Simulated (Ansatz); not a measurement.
Data:

KTaO3 (cubic perovskite)

```
CELL_PARAMETERS angstrom
      4.02318     0.00000     0.00000
      0.00000     4.02318     0.00000
      0.00000     0.00000     4.02318
ATOMIC_POSITIONS crystal
  K  0.00000 0.00000 0.00000
  Ta 0.50000 0.50000 0.50000
  O  0.00000 0.50000 0.50000
  O  0.50000 0.50000 0.00000
  O  0.50000 0.00000 0.50000
```

In this cell atom 1 (K, nearest neighbour O at 2.845 Å; its periodic images, 4.0 Å or more away, move with it) is moved by s along Cartesian x, unit vector (1.000, 0.000, 0.000); all other atoms and the cell stay fixed.

The numbers are results of PBE (plane waves to 420 eV, PAW, scalar-relativistic; Ansatz, an electronic-structure program), not measurements. k mesh 7×7×7 (Γ-centred), Fermi-Dirac smearing 0.05 eV. Energies are smeared free energies. KTaO3 is run without spin polarisation. KTaO3 was relaxed with its symmetry unable to fall. Spin-orbit coupling is left out, though Ta is heavy. The PAW data are Ansatz's earlier set. ΔE is measured from the undisplaced structure.

The scan covers s from -0.280 to 0.280 Å in 11 points.

Is this a single well or a double well?

A single well with its minimum at or next to zero displacement.

Is the energy the same for equal positive and negative displacements?

Even: the same for both signs. With its periodic images moving along, the atom's site symmetry in this cell is m-3m.

What is the force constant k = d²E/ds² of this move at s = 0?

3.77 eV/Å².

(For displaced atoms, the force is minus the slope of the energy, and its curvature is a force constant, which sets phonon frequencies.)
